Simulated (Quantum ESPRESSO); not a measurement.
## Kohn-Sham bands of TiTe$_{2}$ (P-3m1)

```
TiTe2
1.0
    3.82421     0.00000     0.00000
   -1.91210     3.31186     0.00000
    0.00000     0.00000     6.71825
Ti Te
1 2
Direct
  0.00000   0.00000   0.00000
  0.66667   0.33333   0.74983
  0.33333   0.66667   0.25017
```

Structure: Materials Project mp-1907, symmetrised, not relaxed again. COD (Crystallography Open Database) has an entry of this formula and space group (matched by these alone). Computed values, not measurements, from LDA: Quantum ESPRESSO (norm-conserving PseudoDojo potentials, cutoff 68 Ry, no spin polarisation, no spin-orbit coupling) on a Γ-centred 12×12×4 mesh, then Wannier90. Density: 12×12×6 mesh, cold smearing 0.01 Ry. The cell is built of weakly bound layers, chains or molecules, whose nearest atoms lie 4.02 Å apart. Database cells relaxed without dispersion often hold them too far apart, which can enlarge gaps and weakens couplings between them; spacing and stacking were not compared with the measured crystal. Spin-orbit coupling is left out although heavy elements are present.

Energies are relative to the Fermi level; weights are on the orthonormalised atomic waves of the pseudopotential files, averaged over the group. 44 electrons a cell are treated as valence.

```
bands  from (eV)  to (eV)        filling  weight on atomic waves
-----  ---------  -------  -------------  ----------------------
1         -56.98   -56.98         filled                       ?
2–11      -36.36   -36.32         filled                       ?
12–14     -33.58   -33.49         filled                       ?
15–16     -12.22   -10.36         filled                       ?
17–25      -4.87     1.59  partly filled                       ?
26–27       1.92     3.39          empty                       ?
```

Task: Which atomic shells make up each group?

Result: 
- 1, weight on atomic waves: Ti 3s 98 %
- 2–11, weight on atomic waves: Te 4d 100 %
- 12–14, weight on atomic waves: Ti 3p 99 %
- 15–16, weight on atomic waves: Te 5s 86 %, Ti 4s 7 %
- 17–25, weight on atomic waves: Te 5p 53 %, Ti 3d 41 %
- 26–27, weight on atomic waves: Ti 3d 54 %, Te 5p 38 %

No gap over 0.05 eV opens at the Fermi level at this level of theory.
